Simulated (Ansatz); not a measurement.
## Phonon dispersion of Hf3TiN4

The calculation used DFT PBE, scalar-relativistic, plane waves, PAW (Ansatz). Plane waves to 420 eV; Γ-centred k mesh 8×8×8; Fermi-Dirac smearing of 0.15 eV. No spin polarisation. Phonons by linear response, acoustic sum rule imposed.

Equilibrium structure at this level:
```
Hf Ti N
1.0
     4.49166    0.00000    0.00000
     0.00000    4.49166    0.00000
     0.00000    0.00000    4.49166
Hf Ti N
3 1 4
Direct
  0.50000 0.00000 0.00000
  0.00000 0.00000 0.50000
  0.00000 0.50000 0.00000
  0.50000 0.50000 0.50000
  0.00000 0.50000 0.50000
  0.50000 0.50000 0.00000
  0.00000 0.00000 0.00000
  0.50000 0.00000 0.50000
```

The cell was found from a structure generator's guess, not taken from experiment. In a metal, frequencies and elastic constants depend on the k mesh and the smearing, soft modes and shear constants most. Spin–orbit coupling is left out, which matters for heavy elements. The q mesh is coarse, so values between its points are rough.

Force constants from linear response on a 2×2×2 q mesh.

Task: Is the structure dynamically stable on this mesh?

Result: Yes, on this mesh: no mode is imaginary.

Task: Give the frequencies (cm⁻¹; i marks imaginary ones) at the irreducible q points, in fractions of the reciprocal vectors.

Result:
```json
{"q": "0.000 0.000 0.000", "star": "1", "frequencies": "0 0 0 138 138 138 172 172 172 206 206 206 404 404 404 491 491 491 506 506 506 518 518 518"}
{"q": "0.000 0.000 -0.500", "star": "3", "frequencies": "102 102 120 120 120 123 138 158 166 166 213 213 392 392 406 480 480 494 494 504 504 530 540 541"}
{"q": "0.000 -0.500 -0.500", "star": "3", "frequencies": "102 110 110 121 130 130 148 158 158 166 169 222 374 408 408 473 473 488 541 544 544 548 548 550"}
{"q": "-0.500 -0.500 -0.500", "star": "1", "frequencies": "106 106 106 112 112 112 130 130 157 157 157 184 391 391 405 536 536 536 545 545 545 553 553 553"}
```
